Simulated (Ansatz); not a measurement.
# O-17 NMR of the central transition in K2AlH2OF5

Cell: a measured structure from the Crystallography Open Database (COD), its atoms then relaxed with PBE in this cell.

Space group Cmcm (No. 63); a = 9.2000, b = 8.1190, c = 7.4860 Å.

| site | Wyckoff | site symmetry | x | y | z |
| --- | --- | --- | --- | --- | --- |
| K | 8g | ..m | 0.2895 | 0.2102 | 0.2500 |
| Al | 4a | 2/m.. | 0.0000 | 0.0000 | 0.0000 |
| H | 8f | m.. | 0.5000 | 0.8847 | 0.1468 |
| O | 4c | m2m | 0.5000 | 0.9597 | 0.2500 |
| F13 | 8e | 2.. | 0.1953 | 0.0000 | 0.0000 |
| F17 | 8f | m.. | 0.5000 | 0.7233 | 0.9966 |
| F21 | 4c | m2m | 0.5000 | 0.5015 | 0.2500 |

One atom of each set is listed; the run and its k-mesh use a cell of 22 atoms with edges of 6.14, 6.14, 7.49 Å.

Computed with Ansatz: DFT, PBE, plane waves and PAW, scalar-relativistic, 420 eV cutoff, Γ-centred 4×4×3 k-points, Fermi–Dirac smearing 0.02 eV.

O-17 has I = 5/2 and Q = -25.58 mb (Pyykkö 2018); at 35.2 T its Larmor frequency is ν₀ = 203.3 MHz. Only the quadrupole interaction is simulated: positions count from each site's isotropic chemical shift, and J coupling is left out, as are shift anisotropy and dipolar coupling, which fast spinning averages.

Task: What does the O-17 spectrum (fast magic-angle spinning) show for each site?

Result: 

```tsv
site	first shell	C_Q (MHz)	η	P_Q (MHz)	δ_QIS (ppm)	breadth (kHz)
O	2 H at 0.98 Å, angle 103°; also 4 K at 2.81–3.35 Å	8.21	0.85	9.14	-12.1	5.55
```

δ_QIS = −(ν_Q²/30ν₀²)[I(I+1) − 3/4](1 + η²/3) × 10⁶ ppm with ν_Q = 3|C_Q|/[2I(2I−1)]; it falls as 1/B₀² in ppm, and the breadth as 1/B₀ in kHz.

The entry's hydrogen positions were far off; the other atoms hardly move on relaxation.
